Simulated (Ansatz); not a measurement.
# Tl: energy along a strain

Tl, Im-3m, a = 3.882 Å (as given, not relaxed at this level: 0.9 GPa). This isn't the element's structure at ambient conditions. Ansatz: r2SCAN, PAW, 500 eV, Γ-centred 18×18×18 mesh on 1 atom, Gaussian smearing 0.15 eV; no spin polarisation. Cell vectors (Å): -1.941 1.941 1.941; 1.941 -1.941 1.941; 1.941 1.941 -1.941. The cell is strained by x per cent times the pattern (1 0 0 0 0 0) in the order xx yy zz yz xz xy (engineering shears), with fractional coordinates held. y is the free energy over the start, V0 = 29.251 Å³/atom.

```
x (%) y (meV/atom)
-4.00         13.29
-3.00          8.59
-2.00          4.87
-1.00          2.03
 0.00          0.00
 1.00         -1.24
 2.00             ?
 3.00         -1.41
 3.50         -1.02
 4.00         -0.47
```

**Question.** Fit y = c1 x + c2 x² + c3 x³ to the other rows, get the stiffness along the pattern, and predict the missing energy.

**Answer.** Least squares on the rows shown. y = −1.609 x + 0.4002 x² − 0.006877 x³. The clamped-ion stiffness p·C·p = 2 × 4.002 eV × 160.2 / 29.251 Å³ = 44 GPa, which is C11 in these axes (second derivative at the start, which stands under stress). At x = 2.00 the fit asked for gives -1.67 meV/atom. The run gave -1.70 meV/atom, so the fit is 0.03 meV/atom too high, a small miss on the scale of the series.

Spin–orbit coupling is left out, which can shift energies with elements as heavy as these.